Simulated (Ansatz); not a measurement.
Level: PBE, no spin polarisation; 420 eV; 5×5×5 Γ-centred mesh; fermi-dirac occupations (width 0.1 eV); Ansatz 0.2.0, fixed geometry.

Computed maps in the lattice plane spanned by a (left to right, 3.83 Å, 12 points from zero) and c (bottom to top, 11.16 Å, 26 points from zero), 80° apart, at height 0.310 along b. The fields are smooth PAW ones with compensation charges, not the true ones near nuclei.

Valence density. Digits on a logarithmic scale: 0 up to 0.03 e/Å³, each further digit a factor of 1.6, 9 from 1.3 e/Å³ up:
```
544456799976
543446899997
643345899998
542234689997
432223456665
211111233433
000000001111
000000000110
210000012343
642100235677
874211357999
986422358987
986422357999
875321135788
543210012455
322110001223
433222222234
765433333456
998654344579
999864334689
999864334579
998753323457
666543222345
555543333334
555544444444
555555566555
```

ELF. Ten even steps from '0' (0.00) to '9' (0.88):
```
345443322233
322233300013
420023400003
420014442234
410001466566
100000135764
000000000000
000000000000
310000014666
972000158999
997200279999
898400279954
898410169987
997300027999
863100001578
110000000011
321111111123
444422222444
123442223443
000333223330
000332111331
323331000233
333321000113
455321111012
466531122112
466643222223
```

**Question.** The cell is SnSb2S4Cl. Which atoms lie within 0.2 Å of this plane, and where (fractions of a and c)?

**Answer.** Sb at (0.05, 0.22), Sb at (0.70, 0.90), Cl at (0.90, 0.53). The whole cell:
```yaml
crystal:
  lattice:
    - [0.00000, 3.82877, 0.00000]
    - [9.98875, -1.91438, 0.00000]
    - [-4.36887, 1.91438, -10.08451]
  atoms:
    - { symbol: Sn, position: [0.33668, 0.10714, 0.43378] }
    - { symbol: Sn, position: [0.66332, 0.89286, 0.56622] }
    - { symbol: Sb, position: [0.04659, 0.31008, 0.21690] }
    - { symbol: Sb, position: [0.95341, 0.68992, 0.78310] }
    - { symbol: Sb, position: [0.70494, 0.31292, 0.90304] }
    - { symbol: Sb, position: [0.29506, 0.68708, 0.09696] }
    - { symbol: S, position: [0.21230, 0.07640, 0.65180] }
    - { symbol: S, position: [0.78770, 0.92360, 0.34820] }
    - { symbol: S, position: [0.31950, 0.50750, 0.86850] }
    - { symbol: S, position: [0.68050, 0.49250, 0.13150] }
    - { symbol: S, position: [0.10130, 0.17790, 0.97530] }
    - { symbol: S, position: [0.89870, 0.82210, 0.02470] }
    - { symbol: S, position: [0.46340, 0.13900, 0.21220] }
    - { symbol: S, position: [0.53660, 0.86100, 0.78780] }
    - { symbol: Cl, position: [0.89602, 0.32676, 0.53472] }
    - { symbol: Cl, position: [0.10398, 0.67324, 0.46528] }
```

Origin: a known structure type with other elements, at an estimated volume, so it need not be a known compound. Caveats: many states at the Fermi level without spin polarisation, so a magnetic state may lie lower; the k mesh is coarse if the cell is a metal.
